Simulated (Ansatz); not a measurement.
Rb₂AgRhF₆:
```cif
data_Ag4F24Rb8Rh4
_chemical_formula_sum 'Rb8 Ag4 Rh4 F24'
_space_group_name_H-M_alt 'Fm-3m'
_space_group_IT_number 225
_space_group_name_Hall '-F 4 2 3'
_cell_length_a 8.67675
_cell_length_b 8.67675
_cell_length_c 8.67675
_cell_angle_alpha 90.000
_cell_angle_beta 90.000
_cell_angle_gamma 90.000
loop_
_atom_site_label
_atom_site_type_symbol
_atom_site_symmetry_multiplicity
_atom_site_Wyckoff_symbol
_atom_site_fract_x
_atom_site_fract_y
_atom_site_fract_z
_atom_site_occupancy
Rb1 Rb 8 c 0.25000 0.25000 0.25000 1
Ag1 Ag 4 b 0.50000 0.50000 0.50000 1
Rh1 Rh 4 a 0.00000 0.00000 0.00000 1
F1 F 24 e 0.00000 0.00000 0.22975 1
```
(The calculation used a cell of 10 atoms; values per cell refer to that cell.)

Relaxed with r²SCAN.

Problem. Tabulate the valence density and the electron localisation function along the shortest Ag–F contact (2.34 Å), plane-wave PAW r²SCAN (Ansatz code).

Solution. 

```tsv
distance from Ag (Å)	density (e/Å³)	ELF
0.23	17.32	0.78
0.35	13.64	0.71
0.47	9.75	0.64
0.59	6.25	0.58
0.70	3.55	0.51
0.82	1.77	0.42
0.94	0.85	0.29
1.06	0.47	0.15
1.17	0.32	0.07
1.29	0.29	0.08
1.41	0.37	0.20
1.52	0.61	0.49
1.64	1.09	0.71
1.76	2.12	0.77
1.88	4.04	0.77
1.99	6.88	0.72
2.11	10.14	0.61
```

The density is the valence pseudo-density with augmentation charge, so density and ELF within about 1 Å of a nucleus are not all-electron values.

The first step of the workflow began from a Materials Project structure, measured or hypothetical; the Crystallography Open Database copy checked does not list it. Its standing as an ambient phase is unchecked. The r²SCAN relaxation kept the symmetry of its start; whether a distortion lowers the energy is not shown. The run is not spin-polarised.

Potentials: the later of the program's two PAW sets.
